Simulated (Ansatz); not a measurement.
# A strain series on TiO2 (anatase): isotropic on every length

TiO2 (anatase), relaxed with r2SCAN in Ansatz 0.2.0, then strained (isotropic on every length; changes of length per length, axes as in the cell below) with the atoms relaxed again within the symmetry that is left. The symmetry is I4_1/amd (No. 141, tetragonal); a = 3.778 Å, c = 9.583 Å in the conventional setting, 11.40 Å³ an atom. Ti has 6 O at 1.93–1.99 Å and 4 Ti at 3.05 Å; O has 3 Ti at 1.93–1.99 Å. Spin-unpolarised throughout; all numbers are computed.

```
Ti O
1.0
    -1.88890    1.88890    4.79172
     1.88890   -1.88890    4.79172
     1.88890    1.88890   -4.79172
Ti O
2 4
Direct
  0.75000 0.25000 0.50000
  0.00000 0.00000 0.00000
  0.54271 0.04271 0.50000
  0.79271 0.79271 0.00000
  0.20729 0.20729 0.00000
  0.95729 0.45729 0.50000
```

Gaps are the least over each mesh (PBE 10×10×10, r2SCAN 10×10×10, HSE06 6×6×6 when unstrained) and the special points, which keep their unstrained names; stress is the change from the unstrained cell, compression positive.

```
strain (%)  gap, PBE (eV)  gap, r2SCAN (eV)  gap, HSE06 (eV)            edges, HSE06  mean stress, r2SCAN (GPa)  energy rise, r2SCAN (meV/atom)
      -4.0          2.257             2.673            3.797          Γ–X (0.90) → Γ                     +33.25                           122.3
      -3.0          2.232             2.639            3.761  (-0.005, 0, 0.448) → Γ                     +23.20                            66.5
      -2.0          2.204             2.602            3.721          Γ–X (0.89) → Γ                     +14.38                            28.5
      -1.0          2.176             2.566            3.681          Γ–X (0.88) → Γ                      +6.70                             6.9
       0.0          2.146             2.527            3.638          Γ–X (0.88) → Γ                       0.00                             0.0
      +1.0          2.117             2.490            3.597          Γ–X (0.86) → Γ                      -5.78                             6.4
      +2.0          2.086             2.452            3.554          Γ–X (0.85) → Γ                     -10.77                            24.7
      +3.0          2.057             2.414            3.513          Γ–X (0.84) → Γ                     -15.04                            53.8
      +4.0          2.023             2.375            3.450                   M → Γ                     -18.67                            92.4
```

Between zero and the nearest strains the slope of the HSE06 gap against strain is -0.043 eV per percent for negative and -0.041 for positive strain.

Where an edge lies off the special points, it is a point of the mesh or the k point where a search put PBE's edge or least direct gap, reused for the other functionals, whose own edges may lie a little apart.

Coordinates of k points refer to the reciprocal vectors of the primitive cell of the runs.
